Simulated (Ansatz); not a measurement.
## NiSb: reading a single point

```yaml
crystal:
  lattice:
    - [3.95985, 0.00000, 0.00000]
    - [-1.97993, 3.42934, 0.00000]
    - [0.00000, 0.00000, 5.16607]
  atoms:
    - { symbol: Ni, position: [0.00000, 0.00000, 0.00000] }
    - { symbol: Ni, position: [0.00000, 0.00000, 0.50000] }
    - { symbol: Sb, position: [0.33330, 0.66670, 0.25000] }
    - { symbol: Sb, position: [0.66660, 0.33330, 0.75000] }
```

Method: PBE, no spin polarisation; PAW, plane waves to 420 eV, 10×10×7 Γ-centred mesh, fermi-dirac occupations (width 0.1 eV) (Ansatz 0.2.0), atoms fixed.

Which element gives electrons and which takes them?

Bader charges in e: Ni -0.22, Sb +0.22. In the mean Sb gives up most and Ni takes most, against the order of Pauling's electronegativities.

What does the stress say?

The pressure is 0.9 GPa (compression positive), so with the atoms held at these fractions the cell would first expand.

What happens at the Fermi level?

It is a metal, with about 2.3 states/eV a cell as the mean within 0.25 eV of the Fermi level, mostly Ni d (53 %) and Sb p (35 %).

Describe some of the short contacts.

Ni–Ni at 2.58 Å: least valence density 0.29 e/Å³ and ELF 0.27 there. Ni–Sb at 2.63 Å: least valence density 0.36 e/Å³ and ELF 0.41 there. These are pseudo-fields; inside the PAW spheres they differ from the all-electron ones.

What is the formation energy?

-0.26 eV an atom against the elements' usual phases (free molecules for gases, crystals otherwise, with no correction for O₂ or N₂), so it is bound against them; other compounds may still compete. Relaxing would lower it.

Origin: a database entry at a rescaled volume. Caveats: no spin polarisation, so a magnetic state may lie lower.
